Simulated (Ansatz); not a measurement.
YB3C3:
```yaml
crystal:
  lattice:
    - [4.80125, 0.00000, 0.00000]
    - [0.00000, 4.80125, 0.00000]
    - [0.00000, 0.00000, 4.80125]
  atoms:
    - { symbol: Y, position: [0.00000, 0.00000, 0.00000] }
    - { symbol: Y, position: [0.50000, 0.50000, 0.50000] }
    - { symbol: B, position: [0.25000, 0.50000, 0.00000] }
    - { symbol: B, position: [0.75000, 0.50000, 0.00000] }
    - { symbol: B, position: [0.00000, 0.25000, 0.50000] }
    - { symbol: B, position: [0.00000, 0.75000, 0.50000] }
    - { symbol: B, position: [0.50000, 0.00000, 0.25000] }
    - { symbol: B, position: [0.50000, 0.00000, 0.75000] }
    - { symbol: C, position: [0.25000, 0.00000, 0.50000] }
    - { symbol: C, position: [0.75000, 0.00000, 0.50000] }
    - { symbol: C, position: [0.50000, 0.25000, 0.00000] }
    - { symbol: C, position: [0.50000, 0.75000, 0.00000] }
    - { symbol: C, position: [0.00000, 0.50000, 0.25000] }
    - { symbol: C, position: [0.00000, 0.50000, 0.75000] }
```

Relaxed with r²SCAN.

Question: Give the Bader charges and basin volumes of the independent atoms, DFT-r²SCAN in the program Ansatz with PAW potentials.

Answer: 

```
atom  Bader charge (e)  Bader volume (Å³)
----  ----------------  -----------------
Y1               +2.08               11.4
B3               +1.62                3.0
C9               -2.32               11.6
```

Space group Pm-3n. The start of the workflow was typed in or built on a structure type; neither database checked (COD, Materials Project) lists it. Whether it is the stable phase at ambient conditions was not checked. The cell was relaxed with r²SCAN under the symmetry of its start; whether a distortion lowers the energy is not shown. No spin polarisation was allowed.

Potentials: the earlier of the program's two PAW sets.
